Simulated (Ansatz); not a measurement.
This run works on a generated trial structure, not on a known crystal.

Input and command of a plane-wave DFT calculation in Ansatz:

```yaml
crystal:
  lattice:
    - [2.6885797514, -4.6761705924, 0.2460774224]
    - [2.6885797514, 4.6761705924, 0.2460774224]
    - [-0.3709478898, 0.0, 3.6131874692]
  atoms:
    - { symbol: Na, position: [0.6044393731, 0.6044393731, 0.3090597872] }
    - { symbol: Al, position: [0.9378445556, 0.2711839931, 0.8091177553] }
    - { symbol: Al, position: [0.2711839931, 0.9378445556, 0.8091177553] }
    - { symbol: O, position: [0.6045252717, 0.2482675802, 0.8111588829] }
    - { symbol: O, position: [0.2482675802, 0.6045252717, 0.8111588829] }
    - { symbol: O, position: [0.9607878063, 0.9607878063, 0.8048489666] }
basis:
  ecutwfc: 500
kpoints:
  mp_grid: { grid: [8, 8, 8] }
hamiltonian:
  xc: r2scan
scf:
  occupations: { method: gaussian, width: 0.1 }
output:
  forces: true
  stress: true
  eigenvalues: true
```

```bash
ansatz run input.yaml --threads 1 --pin off --max-ram 2560MiB --backend cpu --events-out ev --progress --plain --runs-dir out
```

Processor: Arm Neoverse N1, 1 thread, on a host shared with other jobs.

Problem. How long does it run, and how much memory does it take?

Solution. About 2.2 min, peak memory 0.67 GiB. It solves 23 bands at 150 k points (after reduction by symmetry) with about 2321 plane waves, in 9 SCF iterations.
